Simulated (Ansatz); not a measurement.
Bi2Te3 (Bi2Te3 type, space group R-3m)

```yaml
crystal:
  lattice:
    - [2.19356, 1.26645, 10.09527]
    - [-2.19356, 1.26645, 10.09527]
    - [0.00000, -2.53291, 10.09527]
  atoms:
    - { symbol: Bi, position: [0.40015, 0.40015, 0.40015] }
    - { symbol: Bi, position: [0.59985, 0.59985, 0.59985] }
    - { symbol: Te, position: [0.00000, 0.00000, 0.00000] }
    - { symbol: Te, position: [0.20935, 0.20935, 0.20935] }
    - { symbol: Te, position: [0.79065, 0.79065, 0.79065] }
```

The relaxed cell is deformed in two ways at once: its volume V is scaled, and at that volume it is stretched along z (the c axis of the conventional cell) so that c/a changes. Fractional atomic positions are held.

The numbers are results of PBE-D3(BJ) (plane waves to 420 eV, PAW, scalar-relativistic; Ansatz, a program for electronic structure), not measurements. k mesh 9×9×9 (Γ-centred), Fermi-Dirac smearing 0.05 eV. Energies are smeared free energies. Stress and pressure are positive under compression. As the atoms are clamped, bonds stretch with the cell, which overstates energies and stresses. Bi2Te3 was relaxed with its symmetry unable to fall. Spin-orbit coupling is left out, though Bi and Te are heavy. The zero of ΔE is the relaxed starting cell.

ΔE (meV/atom), with V/V₀ across and (c/a)/(c/a)₀ down:

| (c/a)/(c/a)₀ \ V/V₀ | 0.920 | 0.960 | 1.000 | 1.040 | 1.080 |
|---|---|---|---|---|---|
| 0.920 | 57.2 | 24.5 | 14.1 | 21.6 | 43.5 |
| 0.960 | 46.2 | 13.7 | 3.6 | 11.2 | 33.2 |
| 1.000 | 41.3 | 9.6 | 0.0 | 8.2 | 30.6 |
| 1.040 | 42.8 | 12.2 | 3.6 | 12.5 | 35.6 |
| 1.080 | 50.9 | 21.7 | 14.2 | 24.1 | 48.0 |

P (GPa), with V/V₀ across and (c/a)/(c/a)₀ down:

```tsv
(c/a)/(c/a)₀ \ V/V₀	0.920	0.960	1.000	1.040	1.080
0.920	5.44	2.47	0.09	-1.81	-3.33
0.960	5.40	2.44	0.07	-1.83	-3.35
1.000	5.30	2.36	0.00	-1.89	-3.40
1.040	5.16	2.24	-0.10	-1.97	-3.46
1.080	4.97	2.09	-0.22	-2.07	-3.55
```

Read from the data:

```
Quantity                                                                                                                             Value
--------------------------------------------------------------------------------------  --------------------------------------------------
Modulus against c/a change at fixed volume, (3/4V)·∂²E/∂(ln c/a)² (fit, atoms clamped)   15.9 GPa, an upper bound as the atoms could relax
Lowest place on the grid                                                                 V/V₀ = 1.000, (c/a)/(c/a)₀ = 1.000 (0.0 meV/atom)
Highest place on the grid                                                               V/V₀ = 0.920, (c/a)/(c/a)₀ = 0.920 (57.2 meV/atom)
```

The 25 points together took about 16 core-minutes (a rough figure).

(Under strain, the slope of the energy per volume gives the stress and its curvature an elastic modulus.)
